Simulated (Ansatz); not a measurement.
CsCdCl3 (cubic perovskite)

```
CsCdCl3
1.0
    5.25786     0.00000     0.00000
    0.00000     5.25786     0.00000
    0.00000     0.00000     5.25786
Cs Cd Cl
1 1 3
Direct
  0.00000   0.00000   0.00000
  0.50000   0.50000   0.50000
  0.00000   0.50000   0.50000
  0.50000   0.00000   0.50000
  0.50000   0.50000   0.00000
```

The slice is a {100} plane (indices of the conventional cell) through the point (0.000, 0.500, 0.500) (fractional), spanned by u = [100] and v = [010] in vectors of this cell: u (5.26 Å) and v (5.26 Å, at 90° to u). It covers one period; positions are fractions (u, v).

Level of theory: r2SCAN (plane waves to 500 eV, PAW, scalar-relativistic; Ansatz, an electronic-structure program). k mesh 6×6×6. Near the nuclei the fields are pseudised (PAW); where an atom keeps semicore shells as valence, they peak there. CsCdCl3 was relaxed with its symmetry unable to fall.

Three fields on this plane, each scaled to ten steps between its own extremes (0 low, 9 high; the total valence density on a logarithmic scale, the potential cut 8 eV below its top; x marks points blanked near nuclei; v = 0 in the bottom row):

Map A
```
|xxxxxxx220xxxxxxxxxxxxx022xxxxxx|
|xxxxxx13300xxxxxxxxxxx00331xxxxx|
|xxxxxx34410xxxxxxxxxxx01443xxxxx|
|xxxxx2555300xxxxxxxxx0035552xxxx|
|xxxx356764200xxxxxxx002467653xxx|
|xx3567877642000xxx0002467787653x|
|66778888876431000001346788888776|
|88999999887654322234567889999998|
|99999999987754322234577899999999|
|999999999886531xxx13568899999999|
|9999999998752xxxxxxx257899999999|
|999999999863xxxxxxxxx36899999999|
|99999999975xxxxxxxxxxx5799999999|
|99999999973xxxxxxxxxxx3799999999|
|9999999986xxxxxxxxxxxxx689999999|
|9999999986xxxxxxxxxxxxx689999999|
|9999999986xxxxxxxxxxxxx689999999|
|99999999973xxxxxxxxxxx3799999999|
|99999999975xxxxxxxxxxx5799999999|
|999999999863xxxxxxxxx36899999999|
|9999999998752xxxxxxx257899999999|
|999999999886531xxx13568899999999|
|99999999987754322234577899999999|
|88999999887654322234567889999998|
|66778888876431000001346788888776|
|xx3567877642000xxx0002467787653x|
|xxxx356764200xxxxxxx002467653xxx|
|xxxxx2555300xxxxxxxxx0035552xxxx|
|xxxxxx34410xxxxxxxxxxx01443xxxxx|
|xxxxxx13300xxxxxxxxxxx00331xxxxx|
|xxxxxxx220xxxxxxxxxxxxx022xxxxxx|
|xxxxxxx220xxxxxxxxxxxxx022xxxxxx|
```

Map B
```
|xxxxxxx988xxxxxxxxxxxxx889xxxxxx|
|xxxxxx98889xxxxxxxxxxx98889xxxxx|
|xxxxxx98778xxxxxxxxxxx87789xxxxx|
|xxxxx9877789xxxxxxxxx9877789xxxx|
|xxxx987766789xxxxxxx987667789xxx|
|xx9987665567889xxx9887655667899x|
|88877655555677888887765555567788|
|77666544455677888887765544456667|
|55554444456778899988776544444555|
|444333344567899xxx99876544333344|
|3332233456789xxxxxxx987654332233|
|222222346789xxxxxxxxx98764322222|
|11112235679xxxxxxxxxxx9765322111|
|00012345689xxxxxxxxxxx9865432100|
|0001234578xxxxxxxxxxxxx875432100|
|0001234578xxxxxxxxxxxxx875432100|
|0001234578xxxxxxxxxxxxx875432100|
|00012345689xxxxxxxxxxx9865432100|
|11112235679xxxxxxxxxxx9765322111|
|222222346789xxxxxxxxx98764322222|
|3332233456789xxxxxxx987654332233|
|444333344567899xxx99876544333344|
|55554444456778899988776544444555|
|77666544455677888887765544456667|
|88877655555677888887765555567788|
|xx9987665567889xxx9887655667899x|
|xxxx987766789xxxxxxx987667789xxx|
|xxxxx9877789xxxxxxxxx9877789xxxx|
|xxxxxx98778xxxxxxxxxxx87789xxxxx|
|xxxxxx98889xxxxxxxxxxx98889xxxxx|
|xxxxxxx988xxxxxxxxxxxxx889xxxxxx|
|xxxxxxx988xxxxxxxxxxxxx889xxxxxx|
```

Map C
```
|xxxxxxx621xxxxxxxxxxxxx126xxxxxx|
|xxxxxx85211xxxxxxxxxxx11258xxxxx|
|xxxxxx85211xxxxxxxxxxx11258xxxxx|
|xxxxx9741012xxxxxxxxx2101479xxxx|
|xxxx986310012xxxxxxx210013689xxx|
|xx9987420000111xxx1110000247899x|
|99987521000001111111000001257899|
|88764210000112222222110000124678|
|66542000012345566655432100002456|
|332100001246788xxx88764210000123|
|1100000025789xxxxxxx987520000001|
|000000024789xxxxxxxxx98742000000|
|00000014689xxxxxxxxxxx9864100000|
|00000025799xxxxxxxxxxx9975200000|
|0000013689xxxxxxxxxxxxx986310000|
|0000013689xxxxxxxxxxxxx986310000|
|0000013689xxxxxxxxxxxxx986310000|
|00000025799xxxxxxxxxxx9975200000|
|00000014689xxxxxxxxxxx9864100000|
|000000024789xxxxxxxxx98742000000|
|1100000025789xxxxxxx987520000001|
|332100001246788xxx88764210000123|
|66542000012345566655432100002456|
|88764210000112222222110000124678|
|99987521000001111111000001257899|
|xx9987420000111xxx1110000247899x|
|xxxx986310012xxxxxxx210013689xxx|
|xxxxx9741012xxxxxxxxx2101479xxxx|
|xxxxxx85211xxxxxxxxxxx11258xxxxx|
|xxxxxx85211xxxxxxxxxxx11258xxxxx|
|xxxxxxx621xxxxxxxxxxxxx126xxxxxx|
|xxxxxxx621xxxxxxxxxxxxx126xxxxxx|
```

Question: Assign the maps to these fields: electron localisation function (ELF); valence electron density; electrostatic potential energy of an electron, from the cell's mean.

Answer: A is the electrostatic potential energy of an electron, from the cell's mean; B is the valence electron density; C is the electron localisation function (ELF).
